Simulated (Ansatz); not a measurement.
Input, command and steps of an Ansatz relaxation.

```yaml
crystal:
  lattice:
    - [6.6078, 0.0, 0.0]
    - [0.0, 6.6078, 0.0]
    - [0.0, 0.0, 4.2646]
  atoms:
    - { symbol: V, position: [0.5, 0.0, 0.8395], spin: 0.69 }
    - { symbol: V, position: [0.0, 0.5, 0.1605], spin: 0.69 }
    - { symbol: Mo, position: [0.5, 0.5, 0.5] }
    - { symbol: Mo, position: [0.0, 0.0, 0.5] }
    - { symbol: O, position: [0.5, 0.0, 0.2327] }
    - { symbol: O, position: [0.0, 0.5, 0.7673] }
    - { symbol: O, position: [0.9534, 0.2123, 0.2597] }
    - { symbol: O, position: [0.2877, 0.4534, 0.2597] }
    - { symbol: O, position: [0.0466, 0.7877, 0.2597] }
    - { symbol: O, position: [0.7123, 0.5466, 0.2597] }
    - { symbol: O, position: [0.5466, 0.2877, 0.7403] }
    - { symbol: O, position: [0.2123, 0.0466, 0.7403] }
    - { symbol: O, position: [0.4534, 0.7123, 0.7403] }
    - { symbol: O, position: [0.7877, 0.9534, 0.7403] }
basis:
  ecutwfc: 420
kpoints:
  mp_grid: { grid: [4, 4, 4] }
hamiltonian:
  xc: pbesol
scf:
  occupations: { method: gaussian, width: 0.1 }
  lower_state_search: "off"
output:
  forces: true
  stress: true
  eigenvalues: true
  populations: true
magnetization:
  spin_polarized: true
relax:
  adjacent_minimum: "off"
  f_tol: 0.04
  max_steps: 70
  cell: { stress_tol: 0.4 }
```

```bash
ansatz run input.yaml --threads 1 --pin off --max-ram 2560MiB --backend cpu --events-out ev --progress --plain --runs-dir out
```

All numbers below come from DFT PBEsol, scalar-relativistic, plane waves, PAW (Ansatz 0.2.0).

Of 11 frames 10 are shown, positions in Å and forces in eV/Å; the SCF threshold varies from step to step. Steps run on the plane waves of an earlier cell, with a Pulay correction in the pressure. The basis is chosen afresh for the last frame, the zero of the energies, and at times for earlier ones too; energy and pressure can step there, also at an unchanged geometry. Where two frames share a geometry here, they differ by under 2 meV/atom and 0.3 GPa. The mark taken_back stands on steps that the optimiser undid.

```xyz
14
Lattice="6.6078 0.0000 0.0000 0.0000 6.6078 0.0000 0.0000 0.0000 4.2646" Properties=species:S:1:pos:R:3:forces:R:3 pbc="T T T" step=1 free_energy_over_end_meV_per_atom=29.56 pressure_GPa=-4.59
V     3.3039    0.0000    3.5801    0.0000    0.0000    2.0739
V     0.0000    3.3039    0.6845    0.0000    0.0000   -2.0739
Mo    3.3039    3.3039    2.1323    0.0000    0.0000    0.0000
Mo    0.0000    0.0000    2.1323    0.0000    0.0000    0.0000
O     3.3039    0.0000    0.9924    0.0000    0.0000   -2.6410
O     0.0000    3.3039    3.2722    0.0000    0.0000    2.6410
O     6.2999    1.4028    1.1075    0.0632    0.6864   -0.1864
O     1.9011    2.9960    1.1075   -0.6864    0.0632   -0.1864
O     0.3079    5.2050    1.1075   -0.0632   -0.6864   -0.1864
O     4.7067    3.6118    1.1075    0.6864   -0.0632   -0.1864
O     3.6118    1.9011    3.1571   -0.0632   -0.6864    0.1864
O     1.4028    0.3079    3.1571    0.6864   -0.0632    0.1864
O     2.9960    4.7067    3.1571    0.0632    0.6864    0.1864
O     5.2050    6.2999    3.1571   -0.6864    0.0632    0.1864
14
Lattice="6.5885 0.0000 0.0000 0.0000 6.5885 0.0000 0.0000 0.0000 4.2136" Properties=species:S:1:pos:R:3:forces:R:3 pbc="T T T" step=2 free_energy_over_end_meV_per_atom=11.12 pressure_GPa=-1.93
V     3.2943    0.0000    3.5327    0.0000    0.0000    1.1034
V     0.0000    3.2943    0.6808    0.0000    0.0000   -1.1034
Mo    3.2943    3.2943    2.1068    0.0000    0.0000    0.0000
Mo    0.0000    0.0000    2.1068    0.0000    0.0000    0.0000
O     3.2943    0.0000    0.9568    0.0000    0.0000   -1.3541
O     0.0000    3.2943    3.2567    0.0000    0.0000    1.3541
O     6.2856    1.4133    1.0894    0.0405    0.3469   -0.0893
O     1.8810    2.9913    1.0894   -0.3469    0.0405   -0.0893
O     0.3029    5.1752    1.0894   -0.0405   -0.3469   -0.0893
O     4.7076    3.5972    1.0894    0.3469   -0.0405   -0.0893
O     3.5972    1.8810    3.1242   -0.0405   -0.3469    0.0893
O     1.4133    0.3029    3.1242    0.3469   -0.0405    0.0893
O     2.9913    4.7076    3.1242    0.0405    0.3469    0.0893
O     5.1752    6.2856    3.1242   -0.3469    0.0405    0.0893
14
Lattice="6.5780 0.0000 0.0000 0.0000 6.5780 0.0000 0.0000 0.0000 4.2462" Properties=species:S:1:pos:R:3:forces:R:3 pbc="T T T" step=3 free_energy_over_end_meV_per_atom=5.36 pressure_GPa=0.18
V     3.2890    0.0000    3.5308    0.0000    0.0000    0.0049
V     0.0000    3.2890    0.7153    0.0000    0.0000   -0.0049
Mo    3.2890    3.2890    2.1231    0.0000    0.0000    0.0000
Mo    0.0000    0.0000    2.1231    0.0000    0.0000    0.0000
O     3.2890    0.0000    0.8815    0.0000    0.0000    0.1501
O     0.0000    3.2890    3.3646    0.0000    0.0000   -0.1501
O     6.2869    1.4267    1.1136    0.0513    0.1077   -0.0269
O     1.8623    2.9979    1.1136   -0.1077    0.0513   -0.0269
O     0.2911    5.1513    1.1136   -0.0513   -0.1077   -0.0269
O     4.7156    3.5801    1.1136    0.1077   -0.0513   -0.0269
O     3.5801    1.8623    3.1326   -0.0513   -0.1077    0.0269
O     1.4267    0.2911    3.1326    0.1077   -0.0513    0.0269
O     2.9979    4.7156    3.1326    0.0513    0.1077    0.0269
O     5.1513    6.2869    3.1326   -0.1077    0.0513    0.0269
14
Lattice="6.5623 0.0000 0.0000 0.0000 6.5623 0.0000 0.0000 0.0000 4.2718" Properties=species:S:1:pos:R:3:forces:R:3 pbc="T T T" step=4 free_energy_over_end_meV_per_atom=4.26 pressure_GPa=0.09
V     3.2812    0.0000    3.5608    0.0000    0.0000   -0.0083
V     0.0000    3.2812    0.7110    0.0000    0.0000    0.0083
Mo    3.2812    3.2812    2.1359    0.0000    0.0000    0.0000
Mo    0.0000    0.0000    2.1359    0.0000    0.0000    0.0000
O     3.2812    0.0000    0.8855    0.0000    0.0000    0.1259
O     0.0000    3.2812    3.3864    0.0000    0.0000   -0.1259
O     6.2827    1.4273    1.1202    0.0653    0.0603    0.0027
O     1.8539    3.0015    1.1202   -0.0603    0.0653    0.0027
O     0.2796    5.1350    1.1202   -0.0653   -0.0603    0.0027
O     4.7084    3.5608    1.1202    0.0603   -0.0653    0.0027
O     3.5608    1.8539    3.1517   -0.0653   -0.0603   -0.0027
O     1.4273    0.2796    3.1517    0.0603   -0.0653   -0.0027
O     3.0015    4.7084    3.1517    0.0653    0.0603   -0.0027
O     5.1350    6.2827    3.1517   -0.0603    0.0653   -0.0027
14
Lattice="6.4779 0.0000 0.0000 0.0000 6.4779 0.0000 0.0000 0.0000 4.4829" Properties=species:S:1:pos:R:3:forces:R:3 pbc="T T T" step=5 free_energy_over_end_meV_per_atom=10.68 pressure_GPa=0.75 taken_back
V     3.2390    0.0000    3.7730    0.0000    0.0000   -0.2177
V     0.0000    3.2390    0.7099    0.0000    0.0000    0.2177
Mo    3.2390    3.2390    2.2414    0.0000    0.0000    0.0000
Mo    0.0000    0.0000    2.2414    0.0000    0.0000    0.0000
O     3.2390    0.0000    0.8782    0.0000    0.0000    0.4821
O     0.0000    3.2390    3.6047    0.0000    0.0000   -0.4821
O     6.3083    1.4385    1.1931    0.0225   -0.8937    0.3374
O     1.8004    3.0693    1.1931    0.8937    0.0225    0.3374
O     0.1696    5.0394    1.1931   -0.0225    0.8937    0.3374
O     4.6775    3.4086    1.1931   -0.8937   -0.0225    0.3374
O     3.4086    1.8004    3.2897   -0.0225    0.8937   -0.3374
O     1.4385    0.1696    3.2897   -0.8937   -0.0225   -0.3374
O     3.0693    4.6775    3.2897    0.0225   -0.8937   -0.3374
O     5.0394    6.3083    3.2897    0.8937    0.0225   -0.3374
14
Lattice="6.5719 0.0000 0.0000 0.0000 6.5719 0.0000 0.0000 0.0000 4.3980" Properties=species:S:1:pos:R:3:forces:R:3 pbc="T T T" step=7 free_energy_over_end_meV_per_atom=1.91 pressure_GPa=-0.38
V     3.2860    0.0000    3.6813    0.0000    0.0000   -0.0200
V     0.0000    3.2860    0.7167    0.0000    0.0000    0.0200
Mo    3.2860    3.2860    2.1990    0.0000    0.0000    0.0000
Mo    0.0000    0.0000    2.1990    0.0000    0.0000    0.0000
O     3.2860    0.0000    0.8796    0.0000    0.0000    0.0142
O     0.0000    3.2860    3.5184    0.0000    0.0000   -0.0142
O     6.4535    1.4402    1.1657    0.0189   -0.1219    0.0473
O     1.8458    3.1675    1.1657    0.1219    0.0189    0.0473
O     0.1184    5.1318    1.1657   -0.0189    0.1219    0.0473
O     4.7261    3.4044    1.1657   -0.1219   -0.0189    0.0473
O     3.4044    1.8458    3.2323   -0.0189    0.1219   -0.0473
O     1.4402    0.1184    3.2323   -0.1219   -0.0189   -0.0473
O     3.1675    4.7261    3.2323    0.0189   -0.1219   -0.0473
O     5.1318    6.4535    3.2323    0.1219    0.0189   -0.0473
14
Lattice="6.5785 0.0000 0.0000 0.0000 6.5785 0.0000 0.0000 0.0000 4.3703" Properties=species:S:1:pos:R:3:forces:R:3 pbc="T T T" step=8 free_energy_over_end_meV_per_atom=1.21 pressure_GPa=0.32
V     3.2893    0.0000    3.6592    0.0000    0.0000    0.0235
V     0.0000    3.2893    0.7111    0.0000    0.0000   -0.0235
Mo    3.2893    3.2893    2.1851    0.0000    0.0000    0.0000
Mo    0.0000    0.0000    2.1851    0.0000    0.0000    0.0000
O     3.2893    0.0000    0.8864    0.0000    0.0000   -0.0025
O     0.0000    3.2893    3.4839    0.0000    0.0000    0.0025
O     6.5122    1.4371    1.1502    0.0036    0.0466   -0.0196
O     1.8522    3.2229    1.1502   -0.0466    0.0036   -0.0196
O     0.0664    5.1414    1.1502   -0.0036   -0.0466   -0.0196
O     4.7264    3.3556    1.1502    0.0466   -0.0036   -0.0196
O     3.3556    1.8522    3.2201   -0.0036   -0.0466    0.0196
O     1.4371    0.0664    3.2201    0.0466   -0.0036    0.0196
O     3.2229    4.7264    3.2201    0.0036    0.0466    0.0196
O     5.1414    6.5122    3.2201   -0.0466    0.0036    0.0196
14
Lattice="6.6046 0.0000 0.0000 0.0000 6.6046 0.0000 0.0000 0.0000 4.3506" Properties=species:S:1:pos:R:3:forces:R:3 pbc="T T T" step=9 free_energy_over_end_meV_per_atom=1.47 pressure_GPa=-0.82 taken_back
V     3.3023    0.0000    3.6472    0.0000    0.0000   -0.1023
V     0.0000    3.3023    0.7034    0.0000    0.0000    0.1023
Mo    3.3023    3.3023    2.1753    0.0000    0.0000    0.0000
Mo    0.0000    0.0000    2.1753    0.0000    0.0000    0.0000
O     3.3023    0.0000    0.8929    0.0000    0.0000    0.0299
O     0.0000    3.3023    3.4577    0.0000    0.0000   -0.0299
O     6.5965    1.4434    1.1394    0.0015   -0.0451    0.0741
O     1.8589    3.2943    1.1394    0.0451    0.0015    0.0741
O     0.0080    5.1612    1.1394   -0.0015    0.0451    0.0741
O     4.7457    3.3103    1.1394   -0.0451   -0.0015    0.0741
O     3.3103    1.8589    3.2112   -0.0015    0.0451   -0.0741
O     1.4434    0.0080    3.2112   -0.0451   -0.0015   -0.0741
O     3.2943    4.7457    3.2112    0.0015   -0.0451   -0.0741
O     5.1612    6.5965    3.2112    0.0451    0.0015   -0.0741
14
Lattice="6.5903 0.0000 0.0000 0.0000 6.5903 0.0000 0.0000 0.0000 4.3593" Properties=species:S:1:pos:R:3:forces:R:3 pbc="T T T" step=10 free_energy_over_end_meV_per_atom=1.14 pressure_GPa=0.04
V     3.2952    0.0000    3.6490    0.0000    0.0000    0.0304
V     0.0000    3.2952    0.7103    0.0000    0.0000   -0.0304
Mo    3.2952    3.2952    2.1797    0.0000    0.0000    0.0000
Mo    0.0000    0.0000    2.1797    0.0000    0.0000    0.0000
O     3.2952    0.0000    0.8877    0.0000    0.0000   -0.0234
O     0.0000    3.2952    3.4716    0.0000    0.0000    0.0234
O     6.5531    1.4418    1.1475    0.0031   -0.0112   -0.0010
O     1.8534    3.2579    1.1475    0.0112    0.0031   -0.0010
O     0.0372    5.1485    1.1475   -0.0031    0.0112   -0.0010
O     4.7369    3.3324    1.1475   -0.0112   -0.0031   -0.0010
O     3.3324    1.8534    3.2118   -0.0031    0.0112    0.0010
O     1.4418    0.0372    3.2118   -0.0112   -0.0031    0.0010
O     3.2579    4.7369    3.2118    0.0031   -0.0112    0.0010
O     5.1485    6.5531    3.2118    0.0112    0.0031    0.0010
14
Lattice="6.5903 0.0000 0.0000 0.0000 6.5903 0.0000 0.0000 0.0000 4.3593" Properties=species:S:1:pos:R:3:forces:R:3 pbc="T T T" step=11 free_energy_over_end_meV_per_atom=0.00 pressure_GPa=0.19
V     3.2952    0.0000    3.6490    0.0000    0.0000    0.0315
V     0.0000    3.2952    0.7103    0.0000    0.0000   -0.0315
Mo    3.2952    3.2952    2.1797    0.0000    0.0000    0.0000
Mo    0.0000    0.0000    2.1797    0.0000    0.0000    0.0000
O     3.2952    0.0000    0.8877    0.0000    0.0000   -0.0245
O     0.0000    3.2952    3.4716    0.0000    0.0000    0.0245
O     6.5531    1.4418    1.1475    0.0030   -0.0111   -0.0012
O     1.8534    3.2579    1.1475    0.0111    0.0030   -0.0012
O     0.0372    5.1485    1.1475   -0.0030    0.0111   -0.0012
O     4.7369    3.3324    1.1475   -0.0111   -0.0030   -0.0012
O     3.3324    1.8534    3.2118   -0.0030    0.0111    0.0012
O     1.4418    0.0372    3.2118   -0.0111   -0.0030    0.0012
O     3.2579    4.7369    3.2118    0.0030   -0.0111    0.0012
O     5.1485    6.5531    3.2118    0.0111    0.0030    0.0012
```

Time: 8.1 min on 1 thread of Arm Neoverse V1, on a shared host, peak memory 0.7 GiB.

The k mesh is coarse. Moments started parallel, and an antiferromagnetic order may lie lower.